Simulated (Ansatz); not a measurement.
**Profile along the V–V line in V3Si (A15, Cr3Si type)**

V$_{3}$Si (A15, Cr3Si type)

```xyz
8
Lattice="4.6495 0.0000 0.0000 0.0000 4.6495 0.0000 0.0000 0.0000 4.6495" Properties=species:S:1:pos:R:3 pbc="T T T"
V      1.1624     0.0000     2.3248
V      3.4871     0.0000     2.3248
V      0.0000     2.3248     1.1624
V      0.0000     2.3248     3.4871
V      2.3248     1.1624     0.0000
V      2.3248     3.4871     0.0000
Si     0.0000     0.0000     0.0000
Si     2.3248     2.3248     2.3248
```

Fields along a shortest V–V line of a {110} plane (2.32 Å), from V to V, interpolated on the slice's grid (step about 0.3 Å). All values below come from PBEsol (plane waves to 420 eV, PAW, scalar-relativistic; Ansatz, a quantum-chemistry and plane-wave program). k mesh 10×10×10. Near the nuclei the fields are pseudised (PAW); where an atom keeps semicore shells as valence, they peak there. V3Si is run without spin polarisation. V3Si was relaxed with its symmetry unable to fall.

```
distance from V (Å)  valence electron density (e/Å³)  electron localisation function
-------------------  -------------------------------  ------------------------------
0.00                                           16.78                               x
0.23                                           13.51                               x
0.46                                            6.99                               x
0.70                                            2.15                            0.52
0.93                                            0.71                            0.28
1.16                                            0.46                            0.22
1.39                                            0.69                            0.26
1.62                                            2.23                            0.54
1.86                                            6.89                               x
2.09                                           13.55                               x
2.32                                           15.58                               x
```

x: too close to a nucleus for the ELF to mean much.

Density on the V–V line (2.32 Å) at its midpoint: 0.46 e/Å³. ELF at that point: 0.2.
